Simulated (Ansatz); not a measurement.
Data:

SnS₂:
```
SnS2
1.0
    3.70259     0.00000     0.00000
   -1.85130     3.20654     0.00000
    0.00000     0.00000     6.98690
Sn S
1 2
Direct
  0.00000   0.00000   0.00000
  0.33333   0.66667   0.21156
  0.66667   0.33333   0.78844
```

This is the PBE-relaxed structure. Cartesian axes are those of the cell as given.

Problem. All from the program Ansatz at the PBE level (PAW), unless another level is named. Estimate the formation energy from the elements (no fitted shifts).

Solution. -0.39 eV/atom.

Problem. Predict the band gap.

Solution. 1.53 eV (indirect).

Problem. What about the smallest direct gap on the standard path?

Solution. 1.80 eV.

Problem. Predict the valence-band maximum.

Solution. off the standard path, at k = (0.000, 0.151, -0.128).

Problem. Next, the conduction-band minimum?

Solution. at L (3 equivalent valleys).

Space group P-3m1 (CdI2 type). The cell was relaxed with PBE under the symmetry of its start. The volume lies over 15 % above that of the usual cell of this phase: another minimum, or an error of the functional. A crystal of weakly bound layers computed without a dispersion correction: the cell and the soft elastic constants depend strongly on that. The references are the lowest solids computed at this level, not always the standard phases. Scalar-relativistic: spin–orbit coupling is off unless named, which matters more the heavier the elements.

Potentials: the earlier of the program's two PAW sets.
